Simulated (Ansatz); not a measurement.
According to plane-wave PAW PBEsol (Ansatz code), Si$_{3}$N$_{4}$ in the hexagonal phase (P6_3/m; Si on 6h, N on 2d, N on 6h) relaxes to a = 7.625 Å, c = 2.910 Å. Si has 4 nearest neighbours from 1.73 Å (tetrahedral); N on 2d has 3 nearest neighbours from 1.73 Å (trigonal planar); N on 6h has 3 nearest neighbours from 1.74 Å (trigonal planar). Its formation energy from the elements is -1.21 eV/atom, with no fitted shifts.

The Kohn–Sham gap is 4.19 eV (indirect). The valence maximum lies on the Γ–A line, 33 % of the way from Γ and the conduction minimum at Γ. The screened hybrid HSE06 puts the gap at 5.76 eV. Electrons at the band edge weigh 0.22, 1.4, 1.4 mₑ (principal values). The hole mass is 0.82, 0.82, 1.8 mₑ (principal values).

An equation-of-state fit gives a bulk modulus of 242 GPa. The relaxed-ion elastic constants in GPa are C11 = 408, C12 = 191, C13 = 114, C33 = 532, C44 = 96.6. The elastic constants imply a Debye temperature near 924 K. Perturbation theory gives ε∞ = 4.29 (xx = yy), 4.37 (zz). Letting the ions move raises it to ε0 = 8.29 (xx = yy), 8.25 (zz). Born charges are Si +3.38, N -2.55 to -2.53 e. The phonon dispersion is stable (no imaginary branch). Without the LO–TO term the highest mode at Γ lies at 1041 cm⁻¹.

The PBEsol relaxation kept the symmetry of its start. The references are the lowest solids computed at this level, not always the standard phases (solids in place of the gases).

Potentials: the earlier of the program's two PAW sets. The files were generated under PBE; for other functionals the program regenerates the frozen cores, and for LDA and PBEsol the local potential too.
